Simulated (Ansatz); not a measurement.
CaS:
Space group Fm-3m (No. 225); a = b = c = 5.7120 Å, α = β = γ = 90.00°

| atom | site | symmetry | x | y | z |
|---|---|---|---|---|---|
| Ca | 4a | m-3m | 0.0000 | 0.0000 | 0.0000 |
| S | 4b | m-3m | 0.5000 | 0.5000 | 0.5000 |
(The calculation used a cell of 2 atoms; values per cell refer to that cell.)

This is the PBE-relaxed structure.

Q: All from plane-wave PAW PBE (Ansatz code), unless another level is named. Estimate the band gap.

A: 2.38 eV (indirect).

Q: And the electron effective mass?

A: 0.31, 0.31, 1.4 mₑ (principal values).

Q: Next, the hole effective mass, band 3 of 3 at the edge?

A: 0.23 along [100], 0.26 along [110], 0.27 along [111] (mₑ).

Q: Predict the weight of the valence-edge state by species (Voronoi cells).

A: S 93 %, Ca 7 %.

Q: What about the conduction-band minimum?

A: at X (3 equivalent valleys).

The cell was relaxed with PBE under the symmetry of its start; phonons on a q-mesh show no instability.

Potentials: the later of the program's two PAW sets.
